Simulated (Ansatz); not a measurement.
CdSiP₂ (chalcopyrite, I-42d), PBEsol (plane waves, PAW; program Ansatz). The conduction-band minimum lies at Γ, with 1 equivalent valley. Second derivatives d²E/dk² of the lowest band at one valley (eV·Å²), along Cartesian directions:

```
direction  d²E/dk²
---------  -------
[100]        28.53
[010]        28.53
[001]        10.66
[110]        28.43
[101]        19.60
[011]        19.60
```

**Question.** Find the principal effective masses, the density-of-states mass and the conductivity mass.

**Answer.** Off-diagonal terms follow from H_xy = H[110] − (H_xx + H_yy)/2, and m*/mₑ = 7.620 eV·Å² over each eigenvalue: 0.27, 0.27, 0.71. One valley's DOS mass (m₁m₂m₃)^(1/3) = 0.37, conductivity mass 3/(Σ 1/mᵢ) = 0.34 mₑ.

**Question.** What effective density of states Nc follows at 300 K for parabolic valleys?

**Answer.** Nc = 2.509e19 × 1 × (0.37)^(3/2) ≈ 5.6e18 cm⁻³.

Symmetry was held in the PBEsol relaxation. Spin–orbit coupling is left out wherever it is not named.

Potentials: the later of the program's two PAW sets.

Edges and masses are those of Kohn–Sham bands, whose gap is no quasiparticle gap.
